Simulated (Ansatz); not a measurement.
Relaxed-ion elastic tensor of CoSi$_{2}$ in space group P6/mmm (No. 191; Co on 1a, Si on 2d) in GPa (Voigt order), the program Ansatz at the PBEsol level (PAW); density 5.25 g/cm³, 12.14 Å³ per atom.

|  | 1 | 2 | 3 | 4 | 5 | 6 |
|---|---|---|---|---|---|---|
| 1 | 132 | 246 | 93.2 | 0.0 | 0.0 | 0.0 |
| 2 | 246 | 132 | 93.2 | 0.0 | 0.0 | 0.0 |
| 3 | 93.2 | 93.2 | 334 | 0.0 | 0.0 | 0.0 |
| 4 | 0.0 | 0.0 | 0.0 | -84.4 | 0.0 | 0.0 |
| 5 | 0.0 | 0.0 | 0.0 | 0.0 | -84.4 | 0.0 |
| 6 | 0.0 | 0.0 | 0.0 | 0.0 | 0.0 | -57.1 |

Is the crystal mechanically stable?

No: the smallest eigenvalue of C is -114 GPa.

The cell is a constructed one: a structure type filled with these elements; neither database checked (COD, Materials Project) lists it. It is not the phase usual at ambient conditions (space group No. 225). The PBEsol relaxation kept the symmetry of its start. At this level the phase is dynamically unstable (imaginary phonons). The workflow began spin-polarised and lost its moments. The cell computed holds one magnetic atom, so no antiferromagnetic order was within reach. A crystal of weakly bound units computed without a dispersion correction: the cell and the soft elastic constants depend strongly on that. As this level gives no gap, shear constants depend on the k-mesh and smearing (Fermi–Dirac, 0.1 eV here).

Potentials: the later of the program's two PAW sets.
